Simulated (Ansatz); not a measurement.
## Sb3Au (Im-3m): electronic heat capacity and spin susceptibility from the density of states

These are results of DFT r2SCAN, scalar-relativistic, plane waves, PAW (Ansatz 0.2.0), not measurements.

Cutoff 500 eV; k points 10×10×10 on the computed 4-atom cell (Γ-centred); Gaussian smearing, width 0.10 eV; no spin polarisation.

Relaxed cell: Im-3m, a = 5.918 Å, b = 5.918 Å, c = 5.918 Å, α = 90.00°, β = 90.00°, γ = 90.00°, 4 atoms in the primitive cell. Whether it is the stable form of this composition wasn't checked.

The density of states at the Fermi level is 1.784 states/eV in the cell of 4 atoms (1 formula unit; both spins, tetrahedra on a 15×15×15 mesh). Averaged over bins of 0.1 eV the density runs from 1.3 to 2.4 states/eV within 0.2 eV of the Fermi level, so the figure hangs on the exact place of that level.

Question: What Sommerfeld coefficient and Pauli susceptibility does this give?

Answer: Per formula unit N(E_F) = 1.784 states/eV. γ = (π²/3) k_B² N(E_F) N_A = 2.357 mJ/(mol K²) per state/eV, so γ = 4.2 mJ/(mol K²), a mole of formula units. χ_P = μ_B² N(E_F) N_A = 3.23×10⁻⁵ emu/mol per state/eV gives 5.8×10⁻⁵ emu/mol. This is the bare band result: a measured γ of the same phase is as a rule larger by a factor 1 + λ from phonons and spin fluctuations, the spin part of χ is larger by the Stoner factor, and a measured χ also holds orbital and core terms. N(E_F) at one energy is sensitive to the mesh where the density of states has sharp peaks.

Spin-orbit coupling is left out, which matters for the bands of heavy elements.

Cost: 1 run of about 1.3 core-minutes, on Arm Neoverse V2 (shared hosts).